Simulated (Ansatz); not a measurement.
LiF (rock salt)

```
CELL_PARAMETERS angstrom
      0.00000     4.06787     4.06787
      2.03393     2.03393     4.06787
      2.03393     2.03393     0.00000
ATOMIC_POSITIONS crystal
  F  0.00000 0.00000 0.00000
  F  0.50000 0.00000 0.00000
  Li 0.00000 0.50000 0.50000
  Li 0.50000 0.50000 0.50000
```

A phonon eigenvector at X = (0.5, 0.5, 0.0) is frozen into this cell: atom i moves by Q times the vector below, so Q is the largest atomic displacement, in Å. The cell is held. It is one choice among 2 degenerate patterns. (q is in reciprocal vectors of the primitive cell; the cell shown is doubled to hold the pattern.)

```tsv
atom	x	y	z
F1	0.000	1.000	0.000
F2	0.000	-1.000	0.000
Li3	0.000	-0.420	0.000
Li4	0.000	0.420	0.000
```

All values below come from PBE (plane waves to 420 eV, PAW, scalar-relativistic; Ansatz, an electronic-structure program). k mesh 14×14×14 (Γ-centred), Fermi-Dirac smearing 0.05 eV. Energies are smeared free energies. LiF was relaxed with its symmetry unable to fall. The zero of ΔE is the undisplaced structure.

| Q (Å) | ΔE (meV/cell) |
|---|---|
| -0.2800 | 348 |
| -0.2333 | withheld |
| -0.1867 | 151 |
| -0.1400 | 84 |
| -0.0933 | 37 |
| -0.0467 | 9 |
| 0.0000 | 0 |
| 0.0467 | 9 |
| 0.0933 | 37 |
| 0.1400 | 84 |
| 0.1867 | 151 |
| 0.2333 | withheld |
| 0.2800 | 348 |

Fit an even polynomial form (powers 2, 4) to the given rows and predict ΔE at Q = -0.2333.

Least squares on the 11 given rows: ΔE = (4240)·Q² + (2541)·Q⁴, in meV/cell with Q in Å; root-mean-square residual 0.1 meV/cell. At -0.2333 the fit gives 238 meV/cell; the calculation gives 239 meV/cell, so the interpolation is off by -1 (-0.4 %). The quadratic term alone would give 231 meV/cell.

(For displaced atoms, the force is minus the slope of the energy, and its curvature is a force constant, which sets phonon frequencies.)
